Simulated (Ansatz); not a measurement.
Cs2CaBr4:
```
CELL_PARAMETERS angstrom
     -2.83621     2.83621     9.05321
      2.83621    -2.83621     9.05321
      2.83621     2.83621    -9.05321
ATOMIC_POSITIONS crystal
  Cs 0.35815 0.35815 0.00000
  Cs 0.64185 0.64185 0.00000
  Ca 0.00000 0.00000 0.00000
  Br 0.15933 0.15933 0.00000
  Br 0.84067 0.84067 0.00000
  Br 0.50000 0.00000 0.50000
  Br 0.00000 0.50000 0.50000
```

r²SCAN in the plane-wave PAW code Ansatz gives a gap of 5.03 eV without spin–orbit coupling, maximum at X, minimum at Γ.

### Question
What happens when spin–orbit coupling is switched on?

### Answer
The gap drops by 0.06 eV, to 4.97 eV; maximum at X, minimum at Γ.

### Question
Give the electron effective mass with spin–orbit coupling.

### Answer
0.38, 0.38, 0.40 mₑ (principal values).

### Question
Give the hole effective mass with spin–orbit coupling.

### Answer
2.5, 2.7, 6.0 mₑ (principal values).

Space group I4/mmm. The first step of the workflow began from a Materials Project structure, measured or hypothetical; the Crystallography Open Database copy checked does not list it. Its standing as an ambient phase is unchecked. The r²SCAN relaxation kept the symmetry of its start; its stability against distortions is not shown here.

Potentials: the later of the program's two PAW sets.
